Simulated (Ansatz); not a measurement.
Structures of CaGeH4: which is lowest?

Plane-wave DFT in Ansatz with scalar-relativistic PAW potentials, cutoff 420 eV, Γ-centred meshes chosen by cell and gap, Gaussian smearing with energies taken to zero width. Every cell was relaxed (cell and atoms) in a run of its own, within the symmetry of its start. Functional: PBE.

Relaxed structures (starts from databases or built by putting these elements on another compound's sites):
A. I4_1/amd, 12 atoms in the computed cell, a = 5.047 Å, c = 10.859 Å; sites (symmetry × multiplicity) Ca -4m2 × 4, Ge -4m2 × 4, H .2. × 16; start: built
B. P4/nbm, 12 atoms in the computed cell, a = 4.987 Å, c = 5.594 Å; sites (symmetry × multiplicity) Ca 422 × 2, Ge 422 × 2, H ..m × 8; start: built

Question: Rank them by energy. Could pressure change the order?

Answer:
| structure | group | E − E(lowest) (meV/atom) | V (Å³/atom) | gap on mesh (eV) |
| --- | --- | --- | --- | --- |
| A | I4_1/amd | 0.0 | 11.53 | 0.00 |
| B | P4/nbm | 106 | 11.60 | 0.00 |

A is lowest, 106 meV/atom under B. The lowest is also the densest of these, so pressure wouldn't bring one of the others in at first order. Other structures may lie lower than all of these, and vibrations aren't counted.